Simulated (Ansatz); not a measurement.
Si$_{2}$Ru:
```xyz
6
Lattice="5.9284 0.0000 0.0000 0.0000 5.9284 0.0000 0.0000 0.0000 2.9706" Properties=species:S:1:pos:R:3 pbc="T T T"
Ru     0.0000     0.0000     0.0000
Ru     2.9642     2.9642     1.4853
Si     1.6611     1.6611     0.0000
Si     4.2673     4.2673     0.0000
Si     1.3031     4.6253     1.4853
Si     4.6253     1.3031     1.4853
```

Relaxed with r²SCAN. r²SCAN in the plane-wave PAW code Ansatz gives a gap of 0.11 eV.

Task: What gap does HSE06 give on the same cell (Ansatz, PAW)?

Result: 0.48 eV, 0.37 eV more. The hybrid was solved on a coarser mesh and at special points; its gap is the smallest among all of these.

```tsv
k	v1 r²SCAN	c1 r²SCAN	v1 HSE06	c1 HSE06
Γ	-1.55	0.57	[?]	[?]
Z	-1.75	0.89	-1.88	1.27
M	-1.48	0.18	-1.55	0.48
A	-1.71	0.97	[?]	[?]
R	-0.96	0.87	[?]	[?]
X	-1.60	1.03	[?]	[?]
```

Task: Top valence (v1) and lowest conduction level (c1) in eV from each method's valence maximum (which need not be a listed point): supply the withheld HSE06 values.

Result: 
- X, v1 HSE06: -2.07
- X, c1 HSE06: 1.42
- Γ, v1 HSE06: -2.01
- Γ, c1 HSE06: 0.97
- R, v1 HSE06: -0.99
- R, c1 HSE06: 1.40
- A, v1 HSE06: -1.94
- A, c1 HSE06: 1.54

Cost on shared cores: the r²SCAN run (SCF on a 5×5×9 mesh, then bands and DOS) very roughly 80 core-seconds, the HSE06 run (SCF on 3×3×6, then a few points) roughly 2.3 core-minutes; the tasks are unlike.

Space group P4_2/mnm. The start of the workflow was typed in or built on a structure type; neither database checked (COD, Materials Project) lists it. Its standing as an ambient phase is unchecked. The r²SCAN relaxation kept the symmetry of its start; its stability against distortions is not shown here. No spin polarisation was allowed. The volume moved by 20 % from the start of the relaxation. Spin–orbit coupling is left out wherever it is not named.

Potentials: the earlier of the program's two PAW sets.
